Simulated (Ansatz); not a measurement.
²⁵Mg NMR of the central transition in Mg5ZnN4

Cell: a computed structure from the Materials Project (it need not be an observed phase).

Space group Pmmn:1 (No. 59); a = 6.7593, b = 7.1474, c = 5.1834 Å.

```
site  Wyckoff  site symmetry       x       y       z
 Mg1       8g              1  0.2526  0.3009  0.7506
 Mg9       2a            mm2  0.5000  0.5000  0.2776
  Zn       2b            mm2  0.0000  0.5000  0.2733
 N13       4f            .m.  0.7487  0.5000  0.0471
 N17       4e            m..  0.5000  0.2520  0.4974
```

One atom of each set is listed.

All values are calculated (Ansatz; DFT, PBE, plane waves and PAW, scalar-relativistic, 420 eV cutoff, Γ-centred 4×4×6 k-points, Fermi–Dirac smearing 0.02 eV), not measured.

²⁵Mg has I = 5/2 and Q = 199.4 mb (Pyykkö 2018); at 21.1 T its Larmor frequency is ν₀ = 55.0 MHz. Only the quadrupole interaction is simulated: positions count from each site's isotropic chemical shift, and shift anisotropy, dipolar and J coupling are left out, though they dominate static lines narrower than about 10 kHz.

**Question.** Give C_Q, η, the quadrupolar product P_Q = |C_Q|(1 + η²/3)^½, the second-order isotropic shift and the breadth of the pattern (static powder) for each Mg site.

**Answer.** 

```
site         first shell  C_Q (MHz)     η  P_Q (MHz)  δ_QIS (ppm)  breadth (kHz)
 Mg1  4 N at 2.09–2.39 Å       11.4  0.89       12.8         -327            135
 Mg9  4 N at 2.06–2.11 Å      -2.65  0.56       2.78        -15.3           6.00
```

δ_QIS = −(ν_Q²/30ν₀²)[I(I+1) − 3/4](1 + η²/3) × 10⁶ ppm with ν_Q = 3|C_Q|/[2I(2I−1)]; it falls as 1/B₀² in ppm, and the breadth as 1/B₀ in kHz.

With a gap of 0.8 eV on this mesh, small gradients can still move by 0.1 × 10²¹ V/m² or more as the k-mesh gets denser.

Hardware: 1 thread of Arm Neoverse N1 (aarch64; 8 cores open to the job, memory cap 2.5 GiB, no GPU), a shared host with a load of 0.5 a core. Wall time 2.5 min, CPU time 2.6 min, peak memory 0.89 GiB.
